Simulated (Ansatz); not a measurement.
NaMgF$_{3}$ (cubic perovskite, Pm-3m) at seven volumes, r²SCAN (plane waves, PAW; program Ansatz), scaled uniformly. One row is withheld.

```json
[
 {"V (Å³/atom)": "10.688", "P (GPa)": "9.20"},
 {"V (Å³/atom)": "11.040", "P (GPa)": "5.63"},
 {"V (Å³/atom)": "11.392", "P (GPa)": "2.60"},
 {"V (Å³/atom)": "11.745", "P (GPa)": "0.03"},
 {"V (Å³/atom)": "12.097", "P (GPa)": "-2.17"},
 {"V (Å³/atom)": "12.449", "P (GPa)": "?"},
 {"V (Å³/atom)": "12.802", "P (GPa)": "-5.64"}
]
```

Question: Fit the shown pressures and predict the withheld one.

Answer: Third-order Birch–Murnaghan: P = (3/2)B₀(x^(7/2) − x^(5/2))[1 + (3/4)(B′ − 4)(x − 1)] with x = (V₀/V)^(2/3). Least squares on the six rows gives V₀ = 11.748 Å³/atom, B₀ = 79.10 GPa, B′ = 4.35. At V = 12.449, x = 0.9621 and P = -4.04 GPa. The run itself gave -4.05 GPa.

The workflow started from a Materials Project entry (that database holds measured and hypothetical structures alike); the Crystallography Open Database copy checked does not list it. COD files the formula under space group No. 62. Its standing as an ambient phase is unchecked. Symmetry was held in the r²SCAN relaxation; its stability against distortions is not shown here.

Potentials: the later of the program's two PAW sets.
